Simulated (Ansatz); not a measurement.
Data:

C:
```
C
1.0
    0.00000     1.78577     1.78577
    1.78577     0.00000     1.78577
    1.78577     1.78577     0.00000
C
2
Direct
  0.50000   0.50000   0.50000
  0.75000   0.75000   0.75000
```

This is the PBE-relaxed structure.

Question: All from DFT-PBE in the program Ansatz with PAW potentials, unless another level is named. Estimate the hole effective mass, band 3 of 3 at the edge.

Answer: 0.30 along [100], 0.21 along [110], 0.17 along [111] (mₑ).

Question: Predict the valence-band maximum.

Answer: at Γ.

Question: And the conduction-band minimum?

Answer: on the Γ–X line, 73 % of the way from Γ (6 equivalent valleys).

Space group Fd-3m (diamond). The cell was relaxed with PBE under the symmetry of its start.

Potentials: the later of the program's two PAW sets.

Edges and masses are those of Kohn–Sham bands, whose gap is no quasiparticle gap.
